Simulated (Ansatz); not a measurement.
In DFT-PBEsol in the program Ansatz with PAW potentials, Cl in the molecular I2 type structure (Cmce) relaxes to a = 6.943 Å, b = 3.879 Å, c = 8.004 Å.

It is gapped at this level: 2.02 eV (direct). The valence maximum lies at Γ and the conduction minimum at Γ.

Symmetry was held in the PBEsol relaxation. The substance is a gas or liquid at ambient conditions; this is its low-temperature solid. A crystal of weakly bound molecules computed without a dispersion correction: the cell and the soft elastic constants depend strongly on that.

Potentials: the later of the program's two PAW sets.
